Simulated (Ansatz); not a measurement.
Si2Mo:
Space group I4/mmm (No. 139); a = b = 3.202 Å, c = 7.819 Å, α = β = γ = 90.00°

```
atom  site  symmetry       x       y       z
----  ----  --------  ------  ------  ------
Mo      2a     4/mmm  0.0000  0.0000  0.0000
Si      4e       4mm  0.0000  0.0000  0.3353
```
(The calculation used a cell of 3 atoms; values per cell refer to that cell.)

Relaxed at zero pressure with plane-wave PAW r²SCAN (Ansatz code).

**Question.** The volume is lowered by 9 % and shape and atoms relax at that volume. What pressure results, and how do the axes share the change?

**Answer.** 25.3 GPa; a -3.4 %, b -3.4 %, c -2.6 %; the energy rises by 87 meV/atom.

**Question.** Give the new structure.

**Answer.** 
Space group I4/mmm (No. 139); a = 3.094 Å, b = 3.094 Å, c = 7.617 Å, α = 90.00°, β = 90.00°, γ = 90.00°

| atom | site | symmetry | x | y | z |
|---|---|---|---|---|---|
| Mo | 2a | 4/mmm | 0.0000 | 0.0000 | 0.0000 |
| Si | 4e | 4mm | 0.0000 | 0.0000 | 0.3339 |

The phase is kept; no other phase was compared at this pressure.

Symmetry was held in the r²SCAN relaxation; of distortions, only those at the zone centre were tested. The run is not spin-polarised.

Potentials: the later of the program's two PAW sets.
